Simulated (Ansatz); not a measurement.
Theory: Ansatz, DFT PBE, scalar-relativistic, plane waves, PAW.

Plane waves to 420 eV, a k mesh through Γ of 14×8×8 on the computed 4-atom cell and Gaussian smearing (0.10 eV); no spin polarisation.

Structure with the computed forces (eV/Å) in the last three columns:

```xyz
4
Lattice="3.1719 0.0000 0.0000 0.0000 5.2377 0.0000 0.0000 0.0000 4.9392" Properties=species:S:1:pos:R:3:forces:R:3 pbc="T T T" pressure_GPa=11.24
Hg    0.0000    0.0000    3.4173    0.0000    0.0000   -1.0800
Hg    0.0000    2.6189    1.5257    0.0000    0.0000    2.4430
Hg    1.5859    2.6189    4.3115    0.0000    0.0000   -2.1750
Si    1.5859    0.0000    0.6239    0.0000    0.0000    0.8120
```

Stress tensor (GPa, compression positive):

```
12.92  0.00  0.00
 0.00  7.78  0.00
 0.00  0.00 13.02
```

Spin–orbit coupling is left out, which can shift energies with elements as heavy as these.